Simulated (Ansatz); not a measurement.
## Cd started on a Sr site and an O vacancy, 4.77 Å apart at the start in cubic perovskite SrTiO3, 39 atoms, charge −1

These are results of Ansatz, DFT, PBEsol, PAW, plane waves, not measurements.

Input:

```yaml
crystal:
  lattice:
    - [7.782821, 0.000000, 0.000000]
    - [0.000000, 7.782821, 0.000000]
    - [0.000000, 0.000000, 7.782821]
  atoms:
    - { symbol: Sr, position: [0.998547, 0.003282, 0.002147] }
    - { symbol: Sr, position: [0.000817, 0.998418, 0.500915] }
    - { symbol: Sr, position: [0.005841, 0.501820, 0.001298] }
    - { symbol: Sr, position: [0.998956, 0.496053, 0.505701] }
    - { symbol: Sr, position: [0.500050, 0.995569, 0.999619] }
    - { symbol: Sr, position: [0.498648, 0.002390, 0.498611] }
    - { symbol: Sr, position: [0.497146, 0.503435, 0.999444] }
    - { symbol: Cd, position: [0.499195, 0.497196, 0.498442], spin: 0.333 }
    - { symbol: Ti, position: [0.244914, 0.249628, 0.254936], spin: 0.333 }
    - { symbol: Ti, position: [0.249816, 0.249785, 0.748622], spin: 0.333 }
    - { symbol: Ti, position: [0.246385, 0.749117, 0.250416] }
    - { symbol: Ti, position: [0.247270, 0.750184, 0.750592] }
    - { symbol: Ti, position: [0.753589, 0.249861, 0.245462] }
    - { symbol: Ti, position: [0.746925, 0.252328, 0.749817] }
    - { symbol: Ti, position: [0.751893, 0.753444, 0.248037] }
    - { symbol: Ti, position: [0.749238, 0.750791, 0.749084] }
    - { symbol: O, position: [0.248878, 0.246639, 0.499838] }
    - { symbol: O, position: [0.250312, 0.749493, 0.000725] }
    - { symbol: O, position: [0.248061, 0.751895, 0.498743] }
    - { symbol: O, position: [0.755282, 0.254961, 0.002205] }
    - { symbol: O, position: [0.754728, 0.251228, 0.497775] }
    - { symbol: O, position: [0.752881, 0.745430, 0.002961] }
    - { symbol: O, position: [0.748594, 0.748194, 0.499253] }
    - { symbol: O, position: [0.001703, 0.251065, 0.254641] }
    - { symbol: O, position: [0.997297, 0.248718, 0.749704] }
    - { symbol: O, position: [0.999278, 0.752367, 0.252157] }
    - { symbol: O, position: [0.999584, 0.750622, 0.749387] }
    - { symbol: O, position: [0.503317, 0.251537, 0.244708] }
    - { symbol: O, position: [0.500309, 0.248041, 0.749186] }
    - { symbol: O, position: [0.498366, 0.752213, 0.252123] }
    - { symbol: O, position: [0.500910, 0.747069, 0.752425] }
    - { symbol: O, position: [0.248688, 0.000482, 0.250082] }
    - { symbol: O, position: [0.248654, 0.001612, 0.749230] }
    - { symbol: O, position: [0.250840, 0.496041, 0.250386] }
    - { symbol: O, position: [0.253513, 0.497469, 0.746699] }
    - { symbol: O, position: [0.751502, 0.003458, 0.255378] }
    - { symbol: O, position: [0.746369, 0.997064, 0.753495] }
    - { symbol: O, position: [0.750750, 0.493643, 0.251119] }
    - { symbol: O, position: [0.749748, 0.501114, 0.743324] }
  symmetry: { detect: false }
kpoints:
  mp_grid: { grid: [1, 1, 1], shift: [0.25, 0.25, 0.25] }
hamiltonian:
  xc: pbesol
total_charge: -1
magnetization:
  spin_polarized: true
scf:
  occupations: { method: fermi_dirac, width: 0.01 }
relax:
  f_tol: 0.03
  max_steps: 80
  escape_saddle: false
  adjacent_minimum: "off"
output:
  forces: true
  eigenvalues: true
  populations: true
  charged_corrections: { epsilon: 300 }
```

Launch command:

```sh
ansatz run in.yaml --threads 2 --pin off --max-ram 20900MiB --runs-dir r --events-out ev --progress --plain --backend cuda --devices 0, --max-vram 18GiB
```

The program printed, less machine lines and repeats, with […] for rows cut from tables:

```
Pseudopotentials: kind: paw
Functional definition: PBEsol
  exchange = pbesol_x
  correlation = pbesol_c
Crystal: 39 atoms, lattice volume = 471.423 Å³
Basis set: ecut = 420 eV, 9171 PW (Γ), exchange–correlation on 108×108×108 points (8 copies of the dense FFT grid, shifted against one another)
Bands: 202, of which v1, the nominal top of the filled ones, is band 163 counted from 1 (162 counted from 0)
Symmetry: 1 space group operations
k-points: 1
Non-local potential: Sr, projectors of the file, l = 0: 3, l = 1: 2, l = 2: 2
Non-local potential: Cd, projectors of the file, l = 0: 3, l = 1: 2, l = 2: 2, l = 3: 1
[…]
Initial density: superposition of atomic densities (chi_scale 0.1, normalization cell, long waves kept (reshape's long-wave potential 0.19 eV rms))
Starting moments: Σ|m| = 0.999 μB on 3 of 39 sites
Initial wavefunctions: pseudopotential atomic-orbital guess
Functional: x = pbesol(κ = 0.804, μ = 0.12345679012345678), c = pbesol(β = 0.046)
SCF iter   1: F=—  HF=-65372.833238 eV  |F-HF|=—  |Δ(HF+E_count)|=         —  Δρ=3.29e-2 (↑3.00e-2 ↓3.29e-2)  dr2=2.28e1  dr2_m=1.50e-1  M=1.000 μB ∫|m|=1.079 μB  β_m=0.30  ethr=3.10e-3  ⟨swp⟩=6.0  Hψ=1644  notcnv=0  defer=27
Mixer restart at iter 1: flushing history
[…]
spin=Collinear: Resta preconditioning applied to the charge; magnetization (m = ρ↑ − ρ↓) channel mixes plain (no charge-response kernel on spin).
SCF iter   2: F=—  HF=-65369.592119 eV  |F-HF|=—  |Δ(HF+E_count)|=    3.24e0  Δρ=2.10e-2 (↑1.91e-2 ↓2.10e-2)  dr2=1.01e1  dr2_m=7.64e-2  M=1.000 μB ∫|m|=1.090 μB  β_m=0.56  ethr=3.10e-3  ⟨swp⟩=3.0  Hψ=636  notcnv=0  defer=62
[…]
Mixer restart at iter 6: flushing history
[…]
SCF 1 converged in 16 iterations: F = -65367.502147 eV  dr2 = 5.43e-7
[…]
relax step   1: F+E_penalty+E_count = -65367.50214696 eV  Δ(F+E_penalty+E_count) = +0.000e0 eV  max|allowed force component| = 1.402e0 eV/Å  Δτ_max = 0.0000 Å  (16 SCF iters, dr2 threshold 2.25e-5 eV, accepted)
Initial density: handed on by an earlier stage of this run
Starting moments: Σ|m| = 0.999 μB on 3 of 39 sites; this step starts from the density that it was given
Initial wavefunctions: those handed on with the density
[…]
spin=Collinear: Resta preconditioning applied to the charge; magnetization (m = ρ↑ − ρ↓) channel mixes plain (no charge-response kernel on spin).
[…]
relax step   2: F+E_penalty+E_count = -65367.88904113 eV  Δ(F+E_penalty+E_count) = -3.869e-1 eV  max|allowed force component| = 7.905e-1 eV/Å  Δτ_max = 0.1950 Å  (18 SCF iters, dr2 threshold 1.00e-4 eV, accepted)
[…]
spin=Collinear: Resta preconditioning applied to the charge; magnetization (m = ρ↑ − ρ↓) channel mixes plain (no charge-response kernel on spin).
relax step   3: F+E_penalty+E_count = -65368.08042431 eV  Δ(F+E_penalty+E_count) = -1.914e-1 eV  max|allowed force component| = 4.596e-1 eV/Å  Δτ_max = 0.0627 Å  (16 SCF iters, dr2 threshold 3.91e-5 eV, accepted)
[…]
spin=Collinear: Resta preconditioning applied to the charge; magnetization (m = ρ↑ − ρ↓) channel mixes plain (no charge-response kernel on spin).
relax step   4: F+E_penalty+E_count = -65368.16263141 eV  Δ(F+E_penalty+E_count) = -8.221e-2 eV  max|allowed force component| = 6.671e-1 eV/Å  Δτ_max = 0.1466 Å  (14 SCF iters, dr2 threshold 6.72e-5 eV, accepted)
[…]
spin=Collinear: Resta preconditioning applied to the charge; magnetization (m = ρ↑ − ρ↓) channel mixes plain (no charge-response kernel on spin).
relax step   5: F+E_penalty+E_count = -65368.22609746 eV  Δ(F+E_penalty+E_count) = -6.347e-2 eV  max|allowed force component| = 1.995e-1 eV/Å  Δτ_max = 0.0792 Å  (17 SCF iters, dr2 threshold 1.00e-4 eV, accepted)
[…]
spin=Collinear: Resta preconditioning applied to the charge; magnetization (m = ρ↑ − ρ↓) channel mixes plain (no charge-response kernel on spin).
the starting moments were not kept: 1 of 3 ended reversed and 2 kept their direction, counting a site from 0.1 of the cell's largest site moment. The largest reversed, site 7 (counted from 0, in the order of the report's site_moments_mub), started with +0.333 μB and closes at -2.3e-2 μB in its sphere.
relax step   6: F+E_penalty+E_count = -65368.24481464 eV  Δ(F+E_penalty+E_count) = -1.872e-2 eV  max|allowed force component| = 3.632e-1 eV/Å  Δτ_max = 0.0575 Å  (20 SCF iters, dr2 threshold 3.56e-6 eV, accepted)
[…]
spin=Collinear: Resta preconditioning applied to the charge; magnetization (m = ρ↑ − ρ↓) channel mixes plain (no charge-response kernel on spin).
the starting moments were not kept: 1 of 3 ended reversed and 2 kept their direction, counting a site from 0.1 of the cell's largest site moment. The largest reversed, site 7 (counted from 0, in the order of the report's site_moments_mub), started with +0.333 μB and closes at -2.1e-2 μB in its sphere.
relax step   7: F+E_penalty+E_count = -65368.26518900 eV  Δ(F+E_penalty+E_count) = -2.037e-2 eV  max|allowed force component| = 1.565e-1 eV/Å  Δτ_max = 0.0438 Å  (17 SCF iters, dr2 threshold 1.18e-5 eV, accepted)
[…]
spin=Collinear: Resta preconditioning applied to the charge; magnetization (m = ρ↑ − ρ↓) channel mixes plain (no charge-response kernel on spin).
relax step   8: F+E_penalty+E_count = -65368.28247782 eV  Δ(F+E_penalty+E_count) = -1.729e-2 eV  max|allowed force component| = 1.065e-1 eV/Å  Δτ_max = 0.0550 Å  (21 SCF iters, dr2 threshold 4.55e-6 eV, accepted)
[…]
spin=Collinear: Resta preconditioning applied to the charge; magnetization (m = ρ↑ − ρ↓) channel mixes plain (no charge-response kernel on spin).
relax step   9: F+E_penalty+E_count = -65368.29992632 eV  Δ(F+E_penalty+E_count) = -1.745e-2 eV  max|allowed force component| = 2.791e-1 eV/Å  Δτ_max = 0.0977 Å  (19 SCF iters, dr2 threshold 2.11e-6 eV, accepted)
[…]
spin=Collinear: Resta preconditioning applied to the charge; magnetization (m = ρ↑ − ρ↓) channel mixes plain (no charge-response kernel on spin).
relax step  10: F+E_penalty+E_count = -65368.31798656 eV  Δ(F+E_penalty+E_count) = -1.806e-2 eV  max|allowed force component| = 3.563e-1 eV/Å  Δτ_max = 0.0757 Å  (12 SCF iters, dr2 threshold 3.60e-5 eV, accepted)
[…]
spin=Collinear: Resta preconditioning applied to the charge; magnetization (m = ρ↑ − ρ↓) channel mixes plain (no charge-response kernel on spin).
relax step  11: F+E_penalty+E_count = -65368.31319431 eV  Δ(F+E_penalty+E_count) = +4.792e-3 eV  max|allowed force component| = 2.388e-1 eV/Å  Δτ_max = 0.1325 Å  (10 SCF iters, dr2 threshold 1.00e-4 eV, rejected (line search))
[…]
spin=Collinear: Resta preconditioning applied to the charge; magnetization (m = ρ↑ − ρ↓) channel mixes plain (no charge-response kernel on spin).
relax step  12: F+E_penalty+E_count = -65368.34983910 eV  Δ(F+E_penalty+E_count) = -3.185e-2 eV  max|allowed force component| = 1.350e-1 eV/Å  Δτ_max = 0.0617 Å  (18 SCF iters, accepted)
[…]
spin=Collinear: Resta preconditioning applied to the charge; magnetization (m = ρ↑ − ρ↓) channel mixes plain (no charge-response kernel on spin).
relax step  13: F+E_penalty+E_count = -65368.30522887 eV  Δ(F+E_penalty+E_count) = +4.461e-2 eV  max|allowed force component| = 4.407e-1 eV/Å  Δτ_max = 0.0973 Å  (17 SCF iters, dr2 threshold 2.61e-6 eV, rejected (line search))
[…]
spin=Collinear: Resta preconditioning applied to the charge; magnetization (m = ρ↑ − ρ↓) channel mixes plain (no charge-response kernel on spin).
relax step  14: F+E_penalty+E_count = -65368.37150405 eV  Δ(F+E_penalty+E_count) = -2.166e-2 eV  max|allowed force component| = 1.708e-1 eV/Å  Δτ_max = 0.0477 Å  (16 SCF iters, accepted)
[…]
spin=Collinear: Resta preconditioning applied to the charge; magnetization (m = ρ↑ − ρ↓) channel mixes plain (no charge-response kernel on spin).
relax step  15: F+E_penalty+E_count = -65368.38390881 eV  Δ(F+E_penalty+E_count) = -1.240e-2 eV  max|allowed force component| = 7.905e-2 eV/Å  Δτ_max = 0.0500 Å  (13 SCF iters, dr2 threshold 4.19e-6 eV, accepted)
[…]
spin=Collinear: Resta preconditioning applied to the charge; magnetization (m = ρ↑ − ρ↓) channel mixes plain (no charge-response kernel on spin).
relax step  16: F+E_penalty+E_count = -65368.38663384 eV  Δ(F+E_penalty+E_count) = -2.725e-3 eV  max|allowed force component| = 8.540e-2 eV/Å  Δτ_max = 0.0208 Å  (15 SCF iters, dr2 threshold 1.34e-6 eV, accepted)
[…]
spin=Collinear: Resta preconditioning applied to the charge; magnetization (m = ρ↑ − ρ↓) channel mixes plain (no charge-response kernel on spin).
relax step  17: F+E_penalty+E_count = -65368.39036654 eV  Δ(F+E_penalty+E_count) = -3.733e-3 eV  max|allowed force component| = 6.272e-2 eV/Å  Δτ_max = 0.0239 Å  (12 SCF iters, dr2 threshold 1.56e-6 eV, accepted)
[…]
spin=Collinear: Resta preconditioning applied to the charge; magnetization (m = ρ↑ − ρ↓) channel mixes plain (no charge-response kernel on spin).
relax step  18: F+E_penalty+E_count = -65368.39356429 eV  Δ(F+E_penalty+E_count) = -3.198e-3 eV  max|allowed force component| = 3.181e-2 eV/Å  Δτ_max = 0.0370 Å  (13 SCF iters, dr2 threshold 2.12e-6 eV, accepted)
[…]
spin=Collinear: Resta preconditioning applied to the charge; magnetization (m = ρ↑ − ρ↓) channel mixes plain (no charge-response kernel on spin).
relax step  19: F+E_penalty+E_count = -65368.39369137 eV  Δ(F+E_penalty+E_count) = -1.271e-4 eV  max|allowed force component| = 1.052e-1 eV/Å  Δτ_max = 0.0778 Å  (14 SCF iters, accepted)
[…]
spin=Collinear: Resta preconditioning applied to the charge; magnetization (m = ρ↑ − ρ↓) channel mixes plain (no charge-response kernel on spin).
relax step  20: F+E_penalty+E_count = -65368.39693201 eV  Δ(F+E_penalty+E_count) = -3.241e-3 eV  max|allowed force component| = 4.720e-2 eV/Å  Δτ_max = 0.0205 Å  (13 SCF iters, dr2 threshold 2.84e-6 eV, accepted)
[…]
spin=Collinear: Resta preconditioning applied to the charge; magnetization (m = ρ↑ − ρ↓) channel mixes plain (no charge-response kernel on spin).
relax step  21: F+E_penalty+E_count = -65368.39489640 eV  Δ(F+E_penalty+E_count) = +2.036e-3 eV  max|allowed force component| = 1.107e-1 eV/Å  Δτ_max = 0.0440 Å  (17 SCF iters, rejected (line search))
preconditioner: auto → Resta (q_TF=auto, 2.564 Å⁻¹)  ε∞=5.9  [insulator: Δε(μ)=0.057 eV  Ē_g=11.945 eV  σ=0.010 eV  W_gap=0.89  n_scr=146 (ndim 8)  ℏωp=26.4 eV  f_vac=0.005  D(μ)=10.53/eV (n_scr^D=80)  ε∞_Penn≈5.9]
spin=Collinear: Resta preconditioning applied to the charge; magnetization (m = ρ↑ − ρ↓) channel mixes plain (no charge-response kernel on spin).
[…]
SCF 22 converged in 15 iterations: F = -65368.397896 eV  dr2 = 3.27e-9
relax step  22: F+E_penalty+E_count = -65368.39789643 eV  Δ(F+E_penalty+E_count) = -9.644e-4 eV  max|allowed force component| = 3.955e-2 eV/Å  Δτ_max = 0.0157 Å  (15 SCF iters, accepted)
[…]
preconditioner: auto → Resta (q_TF=auto, 2.564 Å⁻¹)  ε∞=5.9  [insulator: Δε(μ)=0.057 eV  Ē_g=11.944 eV  σ=0.010 eV  W_gap=0.89  n_scr=146 (ndim 8)  ℏωp=26.4 eV  f_vac=0.006  D(μ)=10.47/eV (n_scr^D=80)  ε∞_Penn≈5.9]
spin=Collinear: Resta preconditioning applied to the charge; magnetization (m = ρ↑ − ρ↓) channel mixes plain (no charge-response kernel on spin).
[…]
SCF iter  13: F=-65368.398282 eV  HF=-65368.398282 eV  |F-HF|=1.90e-8  |Δ(HF+E_count)|=   7.18e-9  Δρ=1.42e-6 (↑1.42e-6 ↓3.24e-7)  dr2=2.21e-8  dr2_m=1.75e-9  M=1.000 μB ∫|m|=1.199 μB  β_m=0.55  ethr=8.64e-12  ⟨swp⟩=8.0  Hψ=1623  notcnv=0
SCF iter  14: F=-65368.398282 eV  HF=-65368.398282 eV  |F-HF|=4.22e-9  |Δ(HF+E_count)|=  6.04e-10  Δρ=6.21e-7 (↑6.21e-7 ↓2.94e-7)  dr2=4.94e-9  dr2_m=2.40e-10  M=1.000 μB ∫|m|=1.199 μB  ethr=6.79e-12  ⟨swp⟩=1.0  Hψ=816  notcnv=0
SCF 23 converged in 14 iterations: F = -65368.398282 eV  dr2 = 4.94e-9
relax step  23: F+E_penalty+E_count = -65368.39828181 eV  Δ(F+E_penalty+E_count) = -3.854e-4 eV  max|allowed force component| = 2.050e-2 eV/Å  Δτ_max = 0.0119 Å  (14 SCF iters, accepted)
SCF converged after 14 iterations
Magnetization: 1.0000 μB (163.0000 up, 162.0000 down)
Absolute magnetization: 1.1980 μB (∫|ρ↑−ρ↓|, with the PAW one-centre terms)
Spin contamination: 0.0028 ħ² per cell (⟨S²⟩ above its minimum at these occupations)
Per-site moments (μB) at R_I (Å): [(0.0017354382618577414, 1.0467876386343469), (0.0007255773961154496, 1.0138841084308852), (0.0006738273223544856, 1.0385762397933995), (0.001709412739568507, 1.0580331364327942), (0.0004674831977359536, 1.0343589695276914), (0.0014608614774803896, 1.0677004672409547), (0.0015869089994896613, 1.0695578713845213), (-0.0005070247058250874, 1.116722356156972), (0.018
Free energy (F): -65368.398282 eV
Harris-Foulkes:  -65368.398282 eV  (|F-HF|=4.22e-9)
Internal energy: -65368.393981 eV  (E = F + TS)
E sigma→0 (E₀):  -65368.396132 eV
Entropy (-TS):   -0.004300 eV (-0.110 meV/atom)
Fermi energy:    12.440513 eV
--- Per-component energies (eV) ---
  E_band       = -2020.576954
  E_kinetic    = 8476.461517
  E_local      = -21839.094586  (includes V_loc(G=0)·N_el)
  E_nonlocal   = 2611.270563
  E_hartree    = 8125.019314
  E_xc         = -3865.769877
  E_vxc        = -4526.751441  (∫ρ·V_xc dr)
  E_paw        = -34194.283724  (= ΣΔE_a)
  E_vpaw       = -2992.558970  (= ΣTr[D̂ρ^β])
  E_aug_tail   = 0.057526  (compensation charges beyond the density's cutoff)
  E_ewald      = -24685.263803
  E_core_change = 3.209088  (= ΣΔE_core)
  E_smearing   = -0.004300  (= −TS)
  E_closure    = -0.000000  (closes the sum)
  E_deformation_potential = -20.326065  (in the stress; not in F)
  Σ components = -65368.398282   (vs F -65368.398282, Δ=0.00e0)
--- Forces (eV/Å), atoms counted from 1 ---
  atom   1  Sr     0.00522337     0.00348347    -0.00112421
  atom   2  Sr    -0.00144421    -0.01019600     0.00136722
[…]
  atom  38  O     -0.00498979    -0.00035815     0.00433446
  atom  39  O      0.00199244     0.00268445     0.00005032
  max |Σ_I F_I| component: 4.63e-6 eV/Å
--- Charged-cell corrections in eV (Makov–Payne, q = -1.000 e, ε = 300.000) ---
  F (periodic)     = -65368.398282  (uncorrected; the corrections below are reported, never added to it)
  E_corr1          = +0.008749  (monopole, q²α_M/2εL)
  F Makov-Payne    = -65368.389533  (F + E_corr1; no measured alignment; for a localised charge, not one spread in a band: unchecked)
--- Band table (eV) ---
  k-point 0 ↑: bands = ["-90.0371", "-51.1410", "-51.1316", "-51.1281", "-46.1604", "-46.0768", "-46.0658", "-46.0213", "-45.9960", "-45.9573", "-45.9286", "-45.6333", "-23.0397", "-22.8720", "-22.7872", "-22.6599", "-22.6317", "-22.5891", "-22.5827", "-22.5558", "-22.5406", "-22.5225", "-22.5086", "-22.5007", "-22.4905", "-22.4790", "-22.4688", "-22.4583", "-22.4563", "-22.4405", "-22.4339", "-22 …
  k-point 0 ↓: bands = ["-90.0370", "-51.1409", "-51.1315", "-51.1281", "-46.1111", "-45.9858", "-45.9348", "-45.8846", "-45.8732", "-45.7791", "-45.7489", "-45.6063", "-23.0362", "-22.8656", "-22.7585", "-22.6449", "-22.6133", "-22.5588", "-22.5376", "-22.5006", "-22.4985", "-22.4728", "-22.4428", "-22.4191", "-22.4034", "-22.3814", "-22.3761", "-22.3618", "-22.3418", "-22.3146", "-22.2976", "-22 …
--- Relaxed structure (23 steps of the walk, 20 accepted, 0 SCFs on fresh bases) ---
  F+E_penalty+E_count = -65368.39828181 eV   max|allowed force component| = 2.050e-2 eV/Å
  atoms:
    - { symbol: Sr, position: [0.9953327382785953, -0.0056856274290467195, -0.004046715760766462] }
    - { symbol: Sr, position: [-0.012166813346954755, 0.9946284213699623, 0.4986716895904653] }
    - { symbol: Sr, position: [-0.0067763042512942046, 0.5099726292957156, 0.0006623148381775687] }
    - { symbol: Sr, position: [0.9843630064424512, 0.511015213913549, 0.5039910244051878] }
    - { symbol: Sr, position: [0.5089655403063035, 0.9945826699772938, 1.0009845550289804] }
    - { symbol: Sr, position: [0.5104926445911058, -0.016381813521171525, 0.5002705224238232] }
    - { symbol: Sr, position: [0.5048277180546152, 0.511332705851903, 1.0012291219152567] }
    - { symbol: Cd, position: [0.4927777545913934, 0.5007447415573235, 0.4929292541163379] }
    - { symbol: Ti, position: [0.27888689391888116, 0.27572685819671333, 0.2822531598815177] }
    - { symbol: Ti, position: [0.2529343618712243, 0.2439442961711437, 0.7279838778830463] }
    - { symbol: Ti, position: [0.2488189147096737, 0.7702426013196499, 0.2456472053649497] }
    - { symbol: Ti, position: [0.247680204031693, 0.7458601216986229, 0.7541697817544769] }
    - { symbol: Ti, position: [0.7675107789095857, 0.2511125248144192, 0.24779987408686396] }
    - { symbol: Ti, position: [0.7469095459482394, 0.2507126745531152, 0.7529483719665234] }
    - { symbol: Ti, position: [0.7478482465696485, 0.7482924909291343, 0.25037695035388985] }
    - { symbol: Ti, position: [0.7460185493281077, 0.7480797802562111, 0.749538858975704] }
    - { symbol: O, position: [0.24278134202972027, 0.18083307284310327, 0.5067886406485826] }
    - { symbol: O, position: [0.24355762800852435, 0.7467015968635404, -0.0006734259303153606] }
    - { symbol: O, position: [0.24498729217876378, 0.7734393864501312, 0.502302975797309] }
    - { symbol: O, position: [0.7692321990206555, 0.2378538045772243, 0.0008743443931148867] }
    - { symbol: O, position: [0.7525914905836206, 0.25425021950071286, 0.5030308324774158] }
    - { symbol: O, position: [0.7514162310488115, 0.7584839060014097, -0.0004311259911736609] }
    - { symbol: O, position: [0.7462787608222129, 0.7388441359637767, 0.49934788836028077] }
    - { symbol: O, position: [0.007016396657675537, 0.25271006109116184, 0.25661158298534276] }
    - { symbol: O, position: [1.008573556893486, 0.24683180197243765, 0.7595314480961997] }
    - { symbol: O, position: [0.9988435116793583, 0.7510702302753234, 0.2539998708481903] }
    - { symbol: O, position: [0.997401280736294, 0.7573270273520134, 0.745828446116143] }
    - { symbol: O, position: [0.49510027454514244, 0.2458158009437661, 0.2022187959569303] }
    - { symbol: O, position: [0.49663563492624807, 0.2516064459117733, 0.7826752836500063] }
    - { symbol: O, position: [0.49799883985868476, 0.7552728633993795, 0.24420582201443383] }
    - { symbol: O, position: [0.49633840972492976, 0.7513863635420214, 0.7525611457905154] }
    - { symbol: O, position: [0.2500633328185988, 0.00654970943861722, 0.22283276389956416] }
    - { symbol: O, position: [0.2537777628610832, 0.012273612944398564, 0.7979664386625089] }
    - { symbol: O, position: [0.2405232557226529, 0.49306401108888276, 0.20853432265113447] }
    - { symbol: O, position: [0.23656928700314697, 0.4962870539132626, 0.7655401344028846] }
    - { symbol: O, position: [0.7486011583099607, 0.0007034133902814563, 0.2615046698593697] }
    - { symbol: O, position: [0.7442291597880992, 0.9993985722980923, 0.7395766622567568] }
    - { symbol: O, position: [0.7542465870609674, 0.4994834641983452, 0.2365005818578917] }
    - { symbol: O, position: [0.7576068277680925, 0.4992891570858057, 0.7619490543724781] }
--- Löwdin populations: 39 sites ---
  site symbol       q [e]    m [muB]
     0     Sr      8.2846     0.0023
     1     Sr      8.2824     0.0008
[…]
    37      O      6.8587    -0.0055
    38      O      6.8601    -0.0056
  spilling = 0.008244 (of n_electrons = 325.000000)
```

Total energies depend on the potentials used, so only differences within one code and one set of settings carry meaning.

One k point and one spin start were run, so the state needn't be the lowest, and an added charge can sit in a band of the host.

Time: 2.7 min of wall time on one NVIDIA H100 with 2 processor threads, on a host shared with other runs; peak host memory 1.4 GiB.
